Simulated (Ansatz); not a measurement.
Consider the following.

Zr3HRh:
```yaml
crystal:
  lattice:
    - [4.30726, 0.00000, 0.00000]
    - [0.00000, 4.30726, 0.00000]
    - [0.00000, 0.00000, 4.30726]
  atoms:
    - { symbol: Rh, position: [0.00000, 0.00000, 0.00000] }
    - { symbol: Zr, position: [0.50000, 0.50000, 0.00000] }
    - { symbol: Zr, position: [0.50000, 0.00000, 0.50000] }
    - { symbol: Zr, position: [0.00000, 0.50000, 0.50000] }
    - { symbol: H, position: [0.50000, 0.50000, 0.50000] }
```

This is the PBEsol-relaxed structure.

Q: All from the program Ansatz at the PBEsol level (PAW), unless another level is named. Give the density of states at the Fermi level.

A: 1.1 states/eV per atom (mean over ±0.08 eV).

Q: Next, the formation energy from the elements (no fitted shifts)?

A: -0.31 eV/atom.

Q: And the gap with spin–orbit coupling?

A: none (metallic).

Space group Pm-3m. The start of the workflow was typed in or built on a structure type; neither database checked (COD, Materials Project) lists it. Whether it is the stable phase at ambient conditions was not checked. Symmetry was held in the PBEsol relaxation. At this level the phase is mechanically unstable. The run is not spin-polarised. The references are the lowest solids computed at this level, not always the standard phases (solids in place of the gases). Scalar-relativistic: spin–orbit coupling is off unless named, which matters more the heavier the elements.

Potentials: the earlier of the program's two PAW sets. The files were generated under PBE; for other functionals the program regenerates the frozen cores, and for LDA and PBEsol the local potential too.
